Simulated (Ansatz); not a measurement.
A geometry of CsPbBr$_{3}$ away from equilibrium: the start of the relaxation of a generated cell, CsPbBr3 built in the GdFeO3 structure type. The numbers are results of PBEsol (plane waves to 420 eV, PAW, scalar-relativistic; Ansatz, a program for electronic structure), not measurements. Γ-centred k-mesh 3×2×3 on the run's cell (coarser than for final values), Fermi–Dirac smearing 0.05 eV.

```xyz
20
Lattice="8.2375 0.0000 0.0000 0.0000 11.6231 0.0000 0.0000 0.0000 8.2100" Properties=species:S:1:pos:R:3 pbc="T T T"
Cs     4.0174     2.9058     8.1410
Cs     8.1362     2.9058     4.1740
Cs     4.2201     8.7173     0.0690
Cs     0.1013     8.7173     4.0360
Pb     0.0000     0.0000     0.0000
Pb     4.1187     5.8115     4.1050
Pb     0.0000     5.8115     0.0000
Pb     4.1187     0.0000     4.1050
Br     0.2578     2.9058     0.4811
Br     4.3766     2.9058     3.6239
Br     7.9796     8.7173     7.7289
Br     3.8609     8.7173     4.5861
Br     2.3724     6.2416     1.7487
Br     6.4911    11.1930     2.3563
Br     5.8651     0.4301     6.4613
Br     1.7463     5.3815     5.8537
Br     5.8651     5.3815     6.4613
Br     1.7463     0.4301     5.8537
Br     2.3724    11.1930     1.7487
Br     6.4911     6.2416     2.3563
```

Task: Which atoms carry the largest force, and which way does it point?

Result: 0.19 eV/Å, on Cs1, Cs2, Cs3, Cs4 (atoms numbered as listed); on Cs1 its components are (-0.18, 0.00, 0.08).

Task: What is the pressure?

Result: +0.2 GPa, compression positive.

Task: How far above the relaxed end point is this geometry?

Result: 0.01 eV/atom; the path ends in Pnma (No. 62) (AFLOW prototype AB3C_oP20_62_c_cd_a (as in CaTiO3)).

No spin polarisation in the result.

The run could not lose the symmetry of its start.

The first start was generated by placing the elements on the sites of a structure type. A measured structure of CsPbBr3 has the same space group, Pnma (No. 62); the sites were not compared with it.
